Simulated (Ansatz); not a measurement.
These are results of DFT PBE, scalar-relativistic, plane waves, PAW in Ansatz 0.2.0, not measurements. Settings: cutoff 420 eV, Γ-centred meshes spaced at most about 0.3 Å⁻¹, and about 0.25 Å⁻¹ or finer for metals (2π included), Gaussian smearing. Collinear spin in cells that started with moments and kept them past the coarse steps, no spin elsewhere.

Each of these unrelaxed guesses is relaxed in cell and atoms within its symmetry. A guess keeps its type if space group and coordination stay and the shape of the cell changes little (axis ratios within about 15 %, angles within 6°); the volume may change.

1. TaOs

```cif
data_structure
_symmetry_space_group_name_H-M 'P-6m2'
_symmetry_Int_Tables_number 187
_cell_length_a 2.8588
_cell_length_b 2.8588
_cell_length_c 4.5719
_cell_angle_alpha 90.000
_cell_angle_beta 90.000
_cell_angle_gamma 120.000
_cell_volume 32.36
loop_
_atom_site_label
_atom_site_type_symbol
_atom_site_symmetry_multiplicity
_atom_site_Wyckoff_symbol
_atom_site_fract_x
_atom_site_fract_y
_atom_site_fract_z
_atom_site_occupancy
Ta1 Ta 1 a 0.00000 0.00000 0.00000 1
Os1 Os 1 d 0.33333 0.66667 0.50000 1
```

2. YHgTe2

```cif
data_structure
_symmetry_space_group_name_H-M 'P-4m2'
_symmetry_Int_Tables_number 115
_cell_length_a 4.5980
_cell_length_b 4.5980
_cell_length_c 6.5371
_cell_angle_alpha 90.000
_cell_angle_beta 90.000
_cell_angle_gamma 90.000
_cell_volume 138.20
loop_
_atom_site_label
_atom_site_type_symbol
_atom_site_symmetry_multiplicity
_atom_site_Wyckoff_symbol
_atom_site_fract_x
_atom_site_fract_y
_atom_site_fract_z
_atom_site_occupancy
Y1 Y 1 b 0.50000 0.50000 0.00000 1
Hg1 Hg 1 d 0.00000 0.00000 0.50000 1
Te1 Te 2 g 0.50000 0.00000 0.75750 1
```

3. AlB3P4

```cif
data_structure
_symmetry_space_group_name_H-M 'I-42m'
_symmetry_Int_Tables_number 121
_cell_length_a 4.9174
_cell_length_b 4.9174
_cell_length_c 9.8348
_cell_angle_alpha 90.000
_cell_angle_beta 90.000
_cell_angle_gamma 90.000
_cell_volume 237.81
loop_
_atom_site_label
_atom_site_type_symbol
_atom_site_symmetry_multiplicity
_atom_site_Wyckoff_symbol
_atom_site_fract_x
_atom_site_fract_y
_atom_site_fract_z
_atom_site_occupancy
Al1 Al 2 a 0.00000 0.00000 0.00000 1
B1 B 2 b 0.50000 0.50000 0.00000 1
B2 B 4 d 0.50000 0.00000 0.25000 1
P1 P 8 i 0.25000 0.25000 0.37500 1
```

4. CrCuTe3 (collinear spin from parallel moments)

```cif
data_structure
_symmetry_space_group_name_H-M 'P4mm'
_symmetry_Int_Tables_number 99
_cell_length_a 4.9031
_cell_length_b 4.9031
_cell_length_c 4.8959
_cell_angle_alpha 90.000
_cell_angle_beta 90.000
_cell_angle_gamma 90.000
_cell_volume 117.70
loop_
_atom_site_label
_atom_site_type_symbol
_atom_site_symmetry_multiplicity
_atom_site_Wyckoff_symbol
_atom_site_fract_x
_atom_site_fract_y
_atom_site_fract_z
_atom_site_occupancy
Cr1 Cr 1 a 0.00000 0.00000 0.99676 1
Cu1 Cu 1 b 0.50000 0.50000 0.48507 1
Te1 Te 2 c 0.50000 0.00000 0.48536 1
Te2 Te 1 b 0.50000 0.50000 0.98504 1
```

**Question.** Which guesses survive the relaxation?

**Answer.** Guesses 1, 2 and 3 keep their type.

| guess | kept | start group | end group | V start (Å³/atom) | V end | b/a and c/a, end over start | nearest neighbours start | nearest neighbours end |
| --- | --- | --- | --- | --- | --- | --- | --- | --- |
| 1 | yes | P-6m2 | P-6m2 | 16.2 | 16.2 | 1.00, 0.96 | Os 12, Ta 12 | Os 12, Ta 12 |
| 2 | yes | P-4m2 | P-4m2 | 34.6 | 42.5 | 1.00, 1.03 | Hg 4, Te 4, Y 4 | Hg 4, Te 4, Y 4 |
| 3 | yes | I-42m | I-42m | 14.9 | 13.8 | 1.00, 0.99 | Al 4, B 4, P 4 | Al 4, B 4, P 4 |
| 4 | no | P4mm | P4mm | 23.5 | 30.3 | 1.00, 0.99 | Cr 12, Cu 6, Te 2 | Cr 4, Cu 6, Te 2/4 |

Neighbours count within 15 % of an atom's shortest distance; end groups are read at 0.02 Å (0.05 Å in metals).

Spin–orbit coupling, which can matter for Hg, Os, Ta and Te, is left out. A magnetic state wasn't ruled out in cells without spin, among them YHgTe2 P-4m2. The magnetic state reached may not be the lowest. Cells relaxed within their symmetry can be saddle points.

In counts of neighbours, a slash parts the counts of unlike sites.
